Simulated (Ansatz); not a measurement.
Relaxation of a relaxed Nb cell displaced along its unstable phonon at q = (0, 0, ½) of its primitive reciprocal cell (111i cm⁻¹), largest move 0.15 Å; 2 atoms in the cell, which starts as Cmcm (No. 63), oS4; a = 2.861 Å, b = 4.955 Å, c = 5.427 Å, α = 90.00°, β = 90.00°, γ = 90.00°. Method: r2SCAN (plane waves to 500 eV, PAW, scalar-relativistic; Ansatz, a first-principles code). Γ-centred k-mesh 13×13×6 on the run's cell (coarser than for final values), Fermi–Dirac smearing 0.05 eV. This is the first round of the run. 

The optimiser's lines from the output (shortened; P is positive under compression):

```
relax step   1: F+E_penalty+E_count = -9126.20084278 eV  Δ(F+E_penalty+E_count) = +0.000e0 eV  max|allowed force component| = 4.801e-1 eV/Å  Δτ_max = 0.0000 Å  P = -0.441 GPa  Ω = 38.463 Å³  (7 SCF iters, dr2 threshold 1.00e-7 eV, accepted)
relax step   2: F+E_penalty+E_count = -9126.50106944 eV  Δ(F+E_penalty+E_count) = -3.002e-1 eV  max|allowed force component| = 7.142e-1 eV/Å  Δτ_max = 0.1945 Å  P = -1.362 GPa  Ω = 37.989 Å³  (7 SCF iters, dr2 threshold 2.00e-7 eV, accepted)
relax step   3: F+E_penalty+E_count = -9126.74705172 eV  Δ(F+E_penalty+E_count) = -2.460e-1 eV  max|allowed force component| = 2.010e-1 eV/Å  Δτ_max = 0.1944 Å  P = +1.066 GPa  Ω = 36.879 Å³  (7 SCF iters, dr2 threshold 2.00e-7 eV, accepted)
relax step   4: F+E_penalty+E_count = -9126.86078559 eV  Δ(F+E_penalty+E_count) = -1.137e-1 eV  max|allowed force component| = 6.450e-3 eV/Å  Δτ_max = 0.0940 Å  P = -3.293 GPa  Ω = 37.679 Å³  (8 SCF iters, dr2 threshold 2.00e-7 eV, accepted)
relax step   5: F+E_penalty+E_count = -9126.94188443 eV  Δ(F+E_penalty+E_count) = -8.110e-2 eV  max|allowed force component| = 2.418e-1 eV/Å  Δτ_max = 0.0566 Å  P = +1.763 GPa  Ω = 36.567 Å³  (6 SCF iters, dr2 threshold 2.00e-7 eV, accepted)
relax step   6: F+E_penalty+E_count = -9126.93828674 eV  Δ(F+E_penalty+E_count) = +3.598e-3 eV  max|allowed force component| = 3.158e-1 eV/Å  Δτ_max = 0.0611 Å  P = +0.824 GPa  Ω = 36.814 Å³  (7 SCF iters, dr2 threshold 2.00e-7 eV, rejected (line search))
relax step   7: F+E_penalty+E_count = -9126.95728263 eV  Δ(F+E_penalty+E_count) = -1.540e-2 eV  max|allowed force component| = 4.405e-2 eV/Å  Δτ_max = 0.0240 Å  P = -0.266 GPa  Ω = 37.001 Å³  (10 SCF iters, accepted)
relax step   8: F+E_penalty+E_count = -9126.95889693 eV  Δ(F+E_penalty+E_count) = -1.614e-3 eV  max|allowed force component| = 1.776e-2 eV/Å  Δτ_max = 0.0060 Å  P = +0.016 GPa  Ω = 36.923 Å³  (5 SCF iters, dr2 threshold 2.00e-7 eV, accepted)
relax step   9: F+E_penalty+E_count = -9126.95893376 eV  Δ(F+E_penalty+E_count) = -3.683e-5 eV  max|allowed force component| = 2.007e-3 eV/Å  Δτ_max = 0.0025 Å  P = +0.001 GPa  Ω = 36.929 Å³  (5 SCF iters, dr2 threshold 1.97e-8 eV, accepted)
relax step  10: F+E_penalty+E_count = -9126.95894806 eV  Δ(F+E_penalty+E_count) = -1.429e-5 eV  max|allowed force component| = 6.096e-4 eV/Å  Δτ_max = 0.0001 Å  P = -0.006 GPa  Ω = 36.931 Å³  (4 SCF iters, dr2 threshold 2.83e-8 eV, accepted)
relax step  11: F+E_penalty+E_count = -9126.95907265 eV  Δ(F+E_penalty+E_count) = -1.246e-4 eV  max|allowed force component| = 7.138e-4 eV/Å  Δτ_max = 0.0000 Å  P = -0.006 GPa  Ω = 36.931 Å³  stress off target by 4.54e-2 GPa  SCF on the basis re-selected at this cell (its energy is not comparable with the rows above)  (7 SCF iters)
relax step  12: F+E_penalty+E_count = -9126.95907628 eV  Δ(F+E_penalty+E_count) = -3.630e-6 eV  max|allowed force component| = 9.490e-5 eV/Å  Δτ_max = 0.0003 Å  P = +0.001 GPa  Ω = 36.931 Å³  (4 SCF iters, dr2 threshold 5.15e-9 eV, accepted)
relax step  13: F+E_penalty+E_count = -9126.95907725 eV  Δ(F+E_penalty+E_count) = -9.740e-7 eV  max|allowed force component| = 1.004e-4 eV/Å  Δτ_max = 0.0000 Å  P = +0.001 GPa  Ω = 36.931 Å³  stress off target by 2.96e-3 GPa  SCF on the basis re-selected at this cell (its energy is not comparable with the rows above)  (4 SCF iters)
```

From the first to the last row the energy changes by -0.38 eV/atom and the volume by -4.0 %. The last row is marked as not comparable with the walk above it, whose basis was carried along; it does compare with step 1, since both stand on a basis selected at the nominal cutoff for their own cell.

Step 6 was rejected by the optimiser.

Later rounds, restarted from the end of this one on a renewed k-mesh, logged 14 more steps and released under 0.01 eV/atom more. The final structure after all rounds: Cmcm (No. 63), oS4, AFLOW prototype A_oC4_63_c (A20); a = 2.641 Å, b = 5.602 Å, c = 4.997 Å, α = 90.00°, β = 90.00°, γ = 90.00°. Between re-selections the logged energies stand on a plane-wave basis carried along with the cell. No spin polarisation in the result.

The run could not lose the symmetry of its start, so the end can be a saddle point.

The relaxed structure here is a generated cell of Nb: the first start was made by placing the elements on the sites of a structure type, and the end was not matched to a known phase here, so it may be hypothetical. Known forms of Nb include space group No. 229.
